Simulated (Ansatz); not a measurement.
CeN:
```
CELL_PARAMETERS angstrom
      0.00000     2.49460     2.49460
      2.49460     0.00000     2.49460
      2.49460     2.49460     0.00000
ATOMIC_POSITIONS crystal
  Ce 0.00000 0.00000 0.00000
  N  0.50000 0.50000 0.50000
```

Relaxed with PBEsol. Special points in fractions of this cell's reciprocal vectors: Γ (0.000, 0.000, 0.000); X (0.500, 0.000, 0.500); U (0.625, 0.250, 0.625); K (0.375, 0.375, 0.750); L (0.500, 0.500, 0.500); W (0.500, 0.250, 0.750).

Question: List the band energies nearest the Fermi level at these points for plane-wave PAW PBEsol (Ansatz code).

Answer: In eV from the Fermi level; about four levels below and three above (degenerate sets whole), none deeper than 8.9 eV; points with the same levels are listed once.

```
k                    below                above
-  -----------------------  -------------------
Γ        -2.08 -2.08 -2.08  0.08 0.94 0.94 0.94
X  -1.54 -1.54 -1.45 -0.77  0.50 0.61 0.68 0.68
U  -2.76 -2.40 -1.19 -0.17       0.48 0.53 0.68
L        -4.64 -3.64 -3.64       0.37 0.44 0.44
W        -3.40 -1.45 -1.45  0.22 0.22 0.62 0.62
```

Space group Fm-3m (rock salt). The workflow started from a Materials Project entry (that database holds measured and hypothetical structures alike); the Crystallography Open Database files this formula in space group No. 225, but the cells were not matched. Whether it is the stable phase at ambient conditions was not checked. Symmetry was held in the PBEsol relaxation; its stability against distortions is not shown here. The workflow began spin-polarised and lost its moments. The 4f shell is in the valence. No Hubbard U is applied. Spin–orbit coupling is left out wherever it is not named.

Potentials: the later of the program's two PAW sets.
